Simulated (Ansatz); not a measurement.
# Na: computed property card

Na:
```yaml
crystal:
  lattice:
    - [0.00000, 2.55474, 2.55474]
    - [2.55474, 0.00000, 2.55474]
    - [2.55474, 2.55474, 0.00000]
  atoms:
    - { symbol: Na, position: [0.00000, 0.00000, 0.00000] }
```

Space group Fm-3m (No. 225), fcc (Cu type); conventional cell a = b = c = 5.109 Å, α = β = γ = 90.00°.

Method: LDA in the plane-wave PAW code Ansatz. Structure relaxed to zero pressure with the same functional. Other levels are named where they apply.

### Cell and energy

```json
{
  "volume_per_atom": "33.35 Å³",
  "density": "1.14 g/cm³"
}
```

### Electronic structure

```json
{
  "electronic_character": "metallic (no gap)",
  "Density of states at the Fermi level": "0.44 states/eV per atom (mean over ±0.08 eV)"
}
```

This is a known high-pressure phase of the composition, computed here at zero pressure and temperature. Symmetry was held in the LDA relaxation; whether a distortion lowers the energy is not shown.

Potentials: the earlier of the program's two PAW sets. The files were generated under PBE; for other functionals the program regenerates the frozen cores, and for LDA and PBEsol the local potential too.
